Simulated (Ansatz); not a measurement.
All numbers below come from DFT PBE, scalar-relativistic, plane waves, PAW in Ansatz 0.2.0. All cells share a 420 eV cutoff and Γ-centred k meshes spaced about 0.3 Å⁻¹ or finer (0.25 for metals, 2π included). No spin polarisation.

All energies are static (0 K, no zero-point motion).

Two relaxed structures of Na5ZrO2:

A. Space group P-3m1 (No. 164), trigonal, a = 3.428 Å, c = 18.363 Å. Around Na on a site of symmetry 3m lie 3 O at 2.86 Å, 9 Na at 3.43–3.63 Å and 3 Zr at 3.60 Å; around Na on a second site of symmetry 3m lie 12 Na at 3.43–3.70 Å; Na on a site of symmetry -3m has 6 Na at 3.43 Å and 6 Na at 3.70 Å; around Zr lie 6 O at 2.19 Å, 6 Zr at 3.43 Å and 6 Na at 3.60 Å; around O lie 3 Zr at 2.19 Å, 3 O at 2.73 Å and 3 Na at 2.86 Å.

B. Space group I4/mmm (No. 139), tetragonal, a = 4.651 Å, c = 18.251 Å. Around Na on a site of symmetry 2mm lie 2 O at 2.41 Å, 4 Na at 3.29 Å, 2 Na at 3.52 Å, 2 Zr at 3.52 Å and 1 Na at 3.85 Å; Na on a site of symmetry 4/mmm is surrounded by 4 Zr at 3.29 Å and 8 Na at 3.52 Å; around Zr lie 2 O at 2.00 Å, 4 Na at 3.29 Å and 8 Na at 3.52 Å; around O lie 1 Zr at 2.00 Å and 4 Na at 2.41 Å.

Question: Which is lower in energy, and by how much?

Answer: A is lower, by 286 meV/atom. A has space group P-3m1 (No. 164), 23.4 Å³/atom and no gap on its mesh; B has space group I4/mmm (No. 139), 24.7 Å³/atom and no gap. Counting Na or Zr atoms around O (for each partner element, those within 1.25 times its shortest distance or 1.15 times the sum of covalent radii, where it is the nearest in units of that sum or under 1.3; a plus sign parts groups by distance over the sum of covalent radii), A has O 3+3 and B has O 1+4. The denser one is the lower, and pressure would at first widen the difference. Both come from trial cells of a structure search, whose lowest cell (C2/m, 24.3 Å³/atom) lies 21 meV/atom below the lower of the two.

In P-3m1, I4/mmm an odd number of electrons in the primitive cell allows no gap without spin; a larger cell or a magnetic state could open one. A magnetic state wasn't ruled out in cells without spin, among them P-3m1. Trial moments fell under 0.15 μB along the way in I4/mmm; another start might hold them. With atoms moved at random, A (by 21 meV/atom) fell into a lower structure. B had no clear such test and can be a saddle point. Some structure types and database cells were kept out of the candidates from the start, so a known form may be missing.
